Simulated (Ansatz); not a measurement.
A geometry of SnO2 away from equilibrium: the start of the relaxation of a generated trial cell of SnO2 in the marcasite structure type. Method: r2SCAN (plane waves to 500 eV, PAW, scalar-relativistic; Ansatz, a program for electronic structure). Γ-centred k-mesh 6×5×8 on the run's cell (coarser than for final values), Fermi–Dirac smearing 0.05 eV.

```xyz
6
Lattice="3.9951 0.0000 0.0000 0.0000 4.8759 0.0000 0.0000 0.0000 3.0439" Properties=species:S:1:pos:R:3 pbc="T T T"
Sn     0.0000     0.0000     0.0000
Sn     1.9975     2.4380     1.5219
O      0.8006     1.8465     0.0000
O      2.7981     0.5915     1.5219
O      1.1969     4.2845     1.5219
O      3.1944     3.0294     0.0000
```

Question: Which atoms carry the largest force, and which way does it point?

Answer: 4.63 eV/Å, on O3, O4, O5, O6 (atoms numbered as listed); on O4 its components are (3.86, 2.56, 0.00).

Question: What is the pressure?

Answer: +44.9 GPa, compression positive.

Question: How much energy per atom can still be gained by relaxing?

Answer: 0.65 eV/atom; the path ends in P4₂/mnm (No. 136) (rutile type).

No spin polarisation in the result.

The run could not lose the symmetry of its start; a randomly shaken copy of 12 atoms returns to this structure.
